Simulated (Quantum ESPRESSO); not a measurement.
# Planted mistakes on one cell of NbHf3O7N

The results below are calculated, not measured. They come from pw.x of Quantum ESPRESSO 7.5, a plane-wave density functional program, with PseudoDojo standard norm-conserving files (v0.5 for PBE, v0.4.1 for LDA and PBEsol). The cells are made up: elements, strain and atom displacements were drawn at random, and nothing was relaxed. There is no spin polarisation, spin-orbit coupling or dispersion term.

The hafnium file is less sure than the others, with forces about 3 percent (worst 6) and pressure in oxides about 1.5 GPa (worst 2.7) from a second method in checks, which no rerun with the same files tests.

The cell has 12 sites of a rutile lattice (two cells along c). Sites 1 to 4 hold Nb Hf Hf Hf; sites 5 to 12 hold O O O O O N O O. Cell vectors in Å: (4.912, -0.013, 0.063); (-0.013, 4.871, -0.012); (0.083, -0.016, 6.595). Settings: PBE, cutoff 1143 eV, 5 x 5 x 4 k mesh shifted by half a step, Fermi-Dirac smearing of 0.025 eV.

The intended run has a self-consistency threshold of 1e-07 eV, a smearing term of 0.000 eV, a pressure of -8.56 GPa and 18 iterations. Each further run changes one thing: all lengths scaled by 0.9945; atoms of sites 10 and 12 exchanged; cutoff 687 eV; files of LDA; k mesh 2 x 2 x 2; one electron added; smearing 0.48 eV; threshold 0.6 eV. A coarse mesh keeps the shift, and a charged cell sits in a uniform background.

| run | change of free energy (eV) | smearing term -TS (eV) | change of P (GPa) | largest change of a force component (eV/Å) | iterations |
| --- | --- | --- | --- | --- | --- |
| A | 0.491 | 0.000 | -12.26 | 0.303 | 18 |
| B | -0.113 | 0.000 | 3.06 | 0.162 | 18 |
| C | -0.664 | 0.000 | -0.33 | 3.104 | 18 |
| D | 4.840 | 0.000 | -24.36 | 0.043 | 18 |
| E | 0.013 | 0.000 | 0.02 | 0.088 | 18 |
| F | 0.069 | 0.000 | -3.74 | 0.204 | 7 |
| G | -0.860 | -1.944 | 2.03 | 1.504 | 16 |
| H | 10.861 | -0.014 | 16.91 | 1.326 | 17 |

A rerun of the intended cell at 1467 eV and k mesh 7 x 7 x 6 moved values by no more than 0.004 eV in the cell's energy, 0.03 GPa in stress and 0.003 eV/Å in force.

Question: which change belongs to which run?

## Worked reading

Run F has the fewest iterations, as a run stopped early does. Run G has the largest smearing term, as wide smearing gives. Run D has a higher energy and the largest fall in pressure, as too small a basis gives. Run B changes the volume by a factor of 0.9836; minus its pressure change over the logarithm of that factor, 185 GPa, is a rough bulk modulus with clamped atoms. Energies from files of another functional, or of a charged cell, have another zero and say nothing on stability; the pressure of a charged cell rests on the program's zero of potential too.

## Key

| run | change |
| --- | --- |
| A | files of LDA |
| B | all lengths scaled by 0.9945 |
| C | atoms of sites 10 and 12 exchanged |
| D | cutoff 687 eV |
| E | k mesh 2 x 2 x 2 |
| F | threshold 0.6 eV |
| G | smearing 0.48 eV |
| H | one electron added |